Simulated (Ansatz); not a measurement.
Ca2BeN2:
```cif
data_Be2Ca4N4
_chemical_formula_sum 'Ca4 Be2 N4'
_space_group_name_H-M_alt 'I4/mmm'
_space_group_IT_number 139
_space_group_name_Hall '-I 4 2'
_cell_length_a 3.54470
_cell_length_b 3.54470
_cell_length_c 11.50354
_cell_angle_alpha 90.000
_cell_angle_beta 90.000
_cell_angle_gamma 90.000
loop_
_atom_site_label
_atom_site_type_symbol
_atom_site_symmetry_multiplicity
_atom_site_Wyckoff_symbol
_atom_site_fract_x
_atom_site_fract_y
_atom_site_fract_z
_atom_site_occupancy
Ca1 Ca 4 e 0.00000 0.00000 0.34424 1
Be1 Be 2 a 0.00000 0.00000 0.00000 1
N1 N 4 e 0.00000 0.00000 0.13339 1
```
(The calculation used a cell of 5 atoms; values per cell refer to that cell.)

Relaxed with r²SCAN. r²SCAN in the plane-wave PAW code Ansatz gives a gap of 1.46 eV.

Q: What gap does HSE06 give on the same cell (Ansatz, PAW)?

A: 2.00 eV, 0.54 eV more. The hybrid was solved on a coarser mesh and at special points; the gap given is the minimum over both.

Cost on shared cores: the r²SCAN run (SCF on a 11×11×11 mesh, then bands and DOS) very roughly 90 core-seconds, the HSE06 run (SCF on 6×6×6, then a few points) about 110 core-seconds (a rough figure); the tasks are unlike.

The start of the workflow was typed in or built on a structure type; neither database checked (COD, Materials Project) lists it. Whether it is the stable phase at ambient conditions was not checked. The cell was relaxed with r²SCAN under the symmetry of its start; whether a distortion lowers the energy is not shown.

Potentials: the earlier of the program's two PAW sets. The files were generated under PBE; for other functionals the program regenerates the frozen cores, and for LDA and PBEsol the local potential too.
